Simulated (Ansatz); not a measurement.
YAl3:
```yaml
crystal:
  lattice:
    - [4.24279, 0.00000, 0.00000]
    - [0.00000, 4.24279, 0.00000]
    - [0.00000, 0.00000, 4.24279]
  atoms:
    - { symbol: Y, position: [0.00000, 0.00000, 0.00000] }
    - { symbol: Al, position: [0.00000, 0.50000, 0.50000] }
    - { symbol: Al, position: [0.50000, 0.00000, 0.50000] }
    - { symbol: Al, position: [0.50000, 0.50000, 0.00000] }
```

Relaxed with r²SCAN. Special points in fractions of this cell's reciprocal vectors: Γ (0.000, 0.000, 0.000); X (0.000, 0.500, 0.000); M (0.500, 0.500, 0.000); R (0.500, 0.500, 0.500).

**Question.** List the band energies nearest the Fermi level at these points for plane-wave PAW r²SCAN with spin–orbit coupling (Ansatz code).

**Answer.** In eV from the Fermi level; about four levels below and three above (degenerate sets whole), none deeper than 8.9 eV; points with the same levels are listed once.

```csv
k,below,above
Γ,-1.46 -1.46 -1.46 -1.46,2.01 2.01 2.01 2.01
X,-1.76 -1.76 -1.75 -1.75 -1.55 -1.55,0.50 0.50 1.38 1.38
M,-0.50 -0.50 -0.49 -0.49,1.24 1.24 1.79 1.79
R,-2.28 -2.28 -2.28 -2.28,2.11 2.11 4.28 4.28 4.28 4.28
```

Space group Pm-3m (Cu3Au type). The workflow started from a Materials Project entry (that database holds measured and hypothetical structures alike); the Crystallography Open Database copy checked does not list it. Whether it is the stable phase at ambient conditions was not checked. Symmetry was held in the r²SCAN relaxation; whether a distortion lowers the energy is not shown. The run is not spin-polarised.

Potentials: the later of the program's two PAW sets.
